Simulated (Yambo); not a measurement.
Yambo input for Cs₂LiYCl₆ (space group Fm-3m, No. 225) (a = b = c = 7.515 Å, α = β = γ = 60.00°), on norm-conserving PBEsol (Quantum ESPRESSO, 74 Ry, scalar-relativistic) wavefunctions on a 4×4×4 mesh:

```
optics
chi
dipoles
kernel
FFTGvecs= 40 Ry
Chimod= "HARTREE"
NGsBlkXd= 3 Ry
% QpntsRXd
 1 | 1 |
%
% BndsRnXd
 3 | 213 |
%
GrFnTpXd= "R"
% EnRngeXd
 0.0 | 20.0 | eV
%
% DmRngeXd
 0.2 | 0.2 | eV
%
CGrdSpXd= 50
ETStpsXd= 161
% LongDrXd
 1.0 | 0.0 | 0.0 |
%
```

First lines of the file o-*.eps_q1_inv_rpa_dyson:

```
Absorption @ Q(1):   1.00000000     0.00000000     0.00000000    [q->0 direction]
#
# [ X ] Hartree size     :  181
# [GEN] GF Energies     : Perdew, Burke & Ernzerhof SOL(X)+Perdew, Burke & Ernzerhof SOL(C)
# [GEN] Green`s Function     : Retarded
#
# [GEN] Gauge     : Length
# [GEN] [r,Vnl] included     : yes
#
#    E[1] [eV]     Im(eps)     Re(eps)     Im(eps_o)     Re(eps_o)
#
     0.000000     -0.13789E-09     2.748948     -0.20293E-17     3.283961
     0.125000     0.001137     2.749302     0.001618     3.284465
     0.250000     0.002278     2.750366     0.003242     3.285978
     0.375000     0.003428     2.752143     0.004879     3.288506
     0.500000     0.004590     2.754640     0.006536     3.292060
     0.625000     0.005769     2.757865     0.008218     3.296654
     0.750000     0.006969     2.761832     0.009933     3.302304
     0.875000     0.008196     2.766554     0.011690     3.309035
     1.000000     0.009454     2.772049     0.013495     3.316874
     1.125000     0.010750     2.778340     0.015357     3.325854
     1.250000     0.012089     2.785450     0.017287     3.336013
     1.375000     0.013478     2.793408     0.019294     3.347395
     1.500000     0.014923     2.802248     0.021390     3.360053
     1.625000     0.016434     2.812006     0.023588     3.374044
     1.750000     0.018019     2.822726     0.025904     3.389437
     1.875000     0.019689     2.834457     0.028353     3.406308
     2.000000     0.021455     2.847254     0.030955     3.424746
     2.125000     0.023330     2.861180     0.033733     3.444851
     2.250000     0.025330     2.876308     0.036713     3.466738
     2.375000     0.027474     2.892720     0.039925     3.490541
     2.500000     0.029781     2.910508     0.043405     3.516412
     2.625000     0.032277     2.929782     0.047198     3.544527
     2.750000     0.034993     2.950665     0.051355     3.575092
     2.875000     0.037963     2.973302     0.055941     3.608348
     3.000000     0.041233     2.997860     0.061035     3.644576
     3.125000     0.044855     3.024536     0.066737     3.684113
     3.250000     0.048898     3.053563     0.073173     3.727358
     3.375000     0.053448     3.085217     0.080503     3.774797
     3.500000     0.058614     3.119833     0.088941     3.827018
     3.625000     0.064541     3.157817     0.098768     3.884751
     3.750000     0.071424     3.199670     0.110368     3.948911
     3.875000     0.079527     3.246018     0.124279     4.020661
     4.000000     0.089224     3.297661     0.141273     4.101505
```
(The file goes on to the top of the energy range.) Convergence of the RPA response with its 4×4×4 mesh was not tested.

Geometry of the Materials Project entry, not relaxed at this level.
